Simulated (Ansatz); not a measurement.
**Cold compression of W (sc type)**

```
CELL_PARAMETERS angstrom
2.59548 0.00000 0.00000
0.00000 2.59548 0.00000
0.00000 0.00000 2.59548
ATOMIC_POSITIONS crystal
W 0.00000 0.00000 0.00000
```

The cell comes from a relaxation on PAW files under the same functional, begun from a prototype that needn't be the stable phase.

Its volume is scaled at fixed shape and fractional positions.

Computed with Ansatz 0.2.0; functional LDA, scalar-relativistic. Settings: a Γ-centred 15×15×15 k mesh, Fermi–Dirac smearing of 0.08 eV, no spin polarisation. Methods: LAPW: all electrons, basis error target 1 meV/atom; PAW: frozen-core files, cutoff 420 eV; crystal datasets: all electrons, by PAW datasets that the program makes for each cell; norm-conserving: pseudopotentials, cutoff 952 eV; PAW (core large): files with a larger core, cutoff 420 eV.

Energies are extrapolated to zero smearing and count from the unscaled cell; pressure is positive in compression; gaps take the mesh and a band path. No temperature or zero-point motion is included.

Spin–orbit coupling is left out, which matters for the heavy atoms. The PAW files were made under PBE. The structure type is held throughout; the real material can change phase at far lower pressure.

| V/V0 | V (Å³/atom) | P LAPW (GPa) | ΔE LAPW (eV/atom) | P PAW − LAPW (GPa) | ΔE PAW − LAPW (meV/atom) |
| --- | --- | --- | --- | --- | --- |
| 1.00 | 17.48 | -0.03 | 0.000 | 0.03 | 0.0 |
| 0.92 | 16.09 | 23.2 | 0.095 | 0.15 | 0.8 |
| 0.84 | 14.69 | 58.2 | 0.440 | 0.35 | 2.9 |
| 0.76 | 13.29 | 111.8 | 1.164 | 0.71 | 7.4 |
| 0.68 | 11.89 | ? | ? | ? | ? |
| 0.60 | 10.49 | 338.7 | 4.759 | 2.19 | 31.5 |
| 0.52 | 9.09 | 591.2 | 8.704 | 2.94 | 54.4 |
| 0.45 | 7.87 | 986.3 | 14.602 | 0.22 | 71.1 |

Fit the Vinet equation to the LAPW pressures shown (residuals weighted by 1/(|P| + 0.03·Pmax)), and predict the pressure of the withheld row.

The fit gives V0 = 17.51 Å³/atom, B0 = 217 GPa and B0′ = 4.74. At 11.89 Å³/atom, x = (V/V0)^(1/3) = 0.8790, and P = 3·B0·(1 − x)/x²·exp[1.5·(B0′ − 1)·(1 − x)] = 201.3 GPa. The run itself gave 196.9 GPa (+2.2 % off) and ΔE = 2.478 eV/atom.

At the smallest volume, how far do crystal datasets and norm-conserving and PAW (core large) lie from LAPW in pressure?

crystal datasets: 0.00 GPa; norm-conserving: +0.66 GPa; PAW (core large): +0.22 GPa, on a LAPW pressure of 986.3 GPa.

How do the Löwdin populations by LAPW change from the unscaled cell to the last row?

W 5s 1.96 → 1.83, W 6s 0.88 → 0.56, W 5p 5.98 → 5.83, W 5d 5.10 → 5.74 electrons an atom. These are projections on the shells that the free atoms fill; 0.09 e a cell lies outside them at the start and 0.07 e at the end.
